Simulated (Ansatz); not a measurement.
The start is a generated cell, KTaO3 built in the ilmenite structure type. A full variable-cell relaxation at zero pressure is run with PBE (plane waves to 420 eV, PAW, scalar-relativistic; Ansatz, a first-principles code). First-step values are on the input's coarse k-mesh.

Ansatz input (later rounds restart from its end on a renewed k-mesh):
Ansatz 0.2 input:
```yaml
crystal:
  lattice:
    - [2.844076, 1.642028, 5.248569]
    - [-2.844076, 1.642028, 5.248569]
    - [0, -3.2840561, 5.248569]
  atoms:
    - { symbol: K, position: [0.35537, 0.35537, 0.35537] }
    - { symbol: K, position: [0.64463, 0.64463, 0.64463] }
    - { symbol: O, position: [0.22174, 0.56249, 0.95095] }
    - { symbol: O, position: [0.95095, 0.22174, 0.56249] }
    - { symbol: O, position: [0.56249, 0.95095, 0.22174] }
    - { symbol: O, position: [0.77826, 0.43751, 0.04905] }
    - { symbol: O, position: [0.04905, 0.77826, 0.43751] }
    - { symbol: O, position: [0.43751, 0.04905, 0.77826] }
    - { symbol: Ta, position: [0.1464, 0.1464, 0.1464] }
    - { symbol: Ta, position: [0.8536, 0.8536, 0.8536] }
basis: { ecutwfc: 420, ecutrho_ratio: 4, xc_grid: 2, fft_grid_basis: typed }
kpoints: { mp_grid: { grid: [5, 5, 5] } }
hamiltonian:
  xc: pbe
  dispersion: none
  pseudopotentials: { azcp: { folder: ./paw }, kind: paw }
scf: { occupations: { method: fermi_dirac, width: 0.05 } }
relax: { f_tol: 0.01, max_steps: 100, cell: { stress_tol: 0.02 } }
output: { forces: true, stress: true }
```

Problem. What pressure does the first self-consistent step give?

Solution. -13.1 GPa (negative: the cell is under tension).

Problem. Which atoms feel the largest initial force, and how large is it?

Solution. 5.59 eV/Å, on O3, O4, O5, O6, O7, O8 (atoms numbered as listed).

Problem. By how much does the energy per atom fall from start to end?

Solution. 0.60 eV/atom.

Problem. How does the volume change?

Solution. +6.8 %, from 14.71 to 15.71 Å³/atom.

Problem. How do the shortest distances between atoms change?

Solution. The closest pairs of elements (up to four, under 3.6 Å), start → end: O–Ta 2.10 → 1.95 Å; K–O 2.32 → 2.66 Å; O–O 2.91 → 2.48 Å; Ta–Ta 3.35 → 3.18 Å.

Problem. What band gap does the relaxed structure have at this level?

Solution. 4.57 eV, indirect (valence top at Γ, conduction bottom at S0) (no spin-orbit coupling).

Problem. What does it relax into? Give the structure.

Solution. 
```cif
data_K6O18Ta6
_chemical_formula_sum 'K6 O18 Ta6'
_space_group_name_H-M_alt 'R-3 :H'
_space_group_IT_number 148
_space_group_name_Hall '-R 3'
_cell_length_a 5.48518
_cell_length_b 5.48518
_cell_length_c 18.08991
_cell_angle_alpha 90.000
_cell_angle_beta 90.000
_cell_angle_gamma 120.000
loop_
_atom_site_label
_atom_site_type_symbol
_atom_site_symmetry_multiplicity
_atom_site_Wyckoff_symbol
_atom_site_fract_x
_atom_site_fract_y
_atom_site_fract_z
_atom_site_occupancy
K1 K 6 c 0.00000 0.00000 0.36208 1
O1 O 18 f 0.33945 0.08975 0.10260 1
Ta1 Ta 6 c 0.00000 0.00000 0.15776 1
```
(The calculation used a cell of 10 atoms; values per cell refer to that cell.)

The space group stays R-3 (No. 148) (the run could not lower it); the end is AFLOW prototype AB3C_hR10_148_c_f_c (as in TiFeO3), with 10 atoms in the primitive cell. Final values are on a 7×7×7 k-mesh of the relaxed cell. No spin polarisation in the result.

The run could not lose the symmetry of its start, so the end can be a saddle point.

The relaxed structure here is a generated cell of KTaO3: the first start was made by placing the elements on the sites of a structure type, and the end was not matched to a known phase here, so it may be hypothetical. Known forms of KTaO3 include space group No. 221.
